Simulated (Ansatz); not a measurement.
A distorted cell of Cd (hcp, Mg type):

```
Cd
1.0
    3.05561     0.00000     0.00000
   -1.52781     2.64624     0.00000
    0.00000     0.00000     5.89824
Cd
2
Direct
  0.33333   0.66667   0.75000
  0.66667   0.33333   0.25000
```

Calculation: PBE (plane waves to 420 eV, PAW, scalar-relativistic; Ansatz, a first-principles code). k mesh 18×18×8 (Γ-centred), Fermi-Dirac smearing 0.05 eV. Energies are smeared free energies. Stress and pressure are positive under compression. Cd was relaxed with its symmetry unable to fall. The PAW data are Ansatz's earlier set. The relaxed volume of Cd is well above the measured one; the method has no dispersion term.

Give the stress tensor in GPa and the pressure.


```
   -1.7      0.0      0.0
    0.0     -1.7      0.0
    0.0      0.0     -1.2
```
The pressure, a third of the trace, is -1.5 GPa.

It is the relaxed cell scaled evenly to V/V₀ = 1.040, atoms relaxed where free. What is its energy relative to the relaxed cell?

5 meV/atom.

(A scan under strain: stresses follow from slopes of the energy per volume, elastic moduli from its curvatures.)
